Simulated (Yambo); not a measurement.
RbBH$_{4}$ (space group F-43m, No. 216): one transition space (8×8×8 mesh, 4 valence and 7 conduction bands, Tamm-Dancoff) with different kernels in Yambo, on PBEsol orbitals; field along x. BSE alone uses the static screening with 37 bands and a 3 Ry block; its scissor and those of RPA and TDDFT come from G0W0, that of the TDHF-type run from bare exchange.

```tsv
kernel	scissor (eV)	direct gap with it (eV)	lowest state (eV)	rough cost
BSE (screened electron-hole attraction)	3.12	9.14	7.76 (dark)	1 (with the screening)
TDHF-type (unscreened attraction, exchange-only scissor)	8.16	14.17	9.76 (strong)	within a factor of two
```

Costs are rough.

These are vertical excitations (zero momentum); the indirect quasiparticle gap, about 9.02 eV, is smaller than the direct one (9.14 eV on the GW mesh). Spin singlets only. Strong means a line over 3 % of the spectrum's maximum, dark under 0.03 %. Absolute energies carry the error of the G0W0 scissor, whose convergence isn't established. On a 4×4×4 mesh the BSE binding is 1.41 eV.

Geometry of the Materials Project entry, not relaxed at this level; primitive cell a = 4.8836 Å, b = 4.8836 Å, c = 4.8836 Å, α = 60.00°, β = 60.00°, γ = 60.00°.

The structure is a Materials Project entry; no match was found in the copy of COD used, and its stability was not checked.
